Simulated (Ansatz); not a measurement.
# What DFT gives for Sr2NbClO2

```
Sr Nb Cl O
1.0
     2.02079    3.50011    0.00000
    -2.02079    3.50011    0.00000
    -2.02079    1.16670    9.54633
Sr Nb Cl O
2 1 1 2
Direct
  0.74670 0.50660 0.24010
  0.25330 0.49340 0.75990
  0.50000 0.00000 0.50000
  0.00000 0.00000 0.00000
  0.43600 0.12800 0.30800
  0.56400 0.87200 0.69200
```

Single point in Ansatz 0.2.0 with r2SCAN, no spin polarisation. Cutoff 500 eV, PAW datasets, 9×9×9 Γ-centred k mesh, fermi-dirac filling (width 0.0342 eV).

Task: What do density and ELF say about some of the short contacts?

Result: Nb–O at 1.83 Å: least valence density 1.25 e/Å³ and ELF 0.29 there. Sr–O at 2.42 Å: least valence density 0.29 e/Å³ and ELF 0.09 there. Cl–Sr at 3.27 Å: least valence density 0.08 e/Å³ and ELF 0.03 there. These are pseudo-fields; inside the PAW spheres they differ from the all-electron ones.

Task: Is it stable against the elements?

Result: -2.26 eV an atom against the elements' usual phases (free molecules for gases, crystals otherwise, with no correction for O₂ or N₂), so it is bound against them; other compounds may still compete. Relaxing would lower it.

Task: Which element gives electrons and which takes them?

Result: Bader charges in e: Sr +1.53, Nb +0.64, Cl -0.86, O -1.42. In the mean Sr gives up most and O takes most.

Task: What does the stress say?

Result: The pressure is 3.6 GPa (compression positive), so with the atoms held at these fractions the cell would first expand; the forces are large, so a full relaxation may end otherwise. The principal stresses -0.8, -0.8, 12.3 GPa differ, so its shape would change too.

Task: Metal or insulator?

Result: It is a metal, with about 1.3 states/eV a cell as the mean within 0.25 eV of the Fermi level, mostly Nb d (69 %).

Origin: a known structure type with other elements, at an estimated volume, so it need not be a known compound. Caveats: correlation that this level lacks may open a gap in such a compound; atoms or cell far from equilibrium.
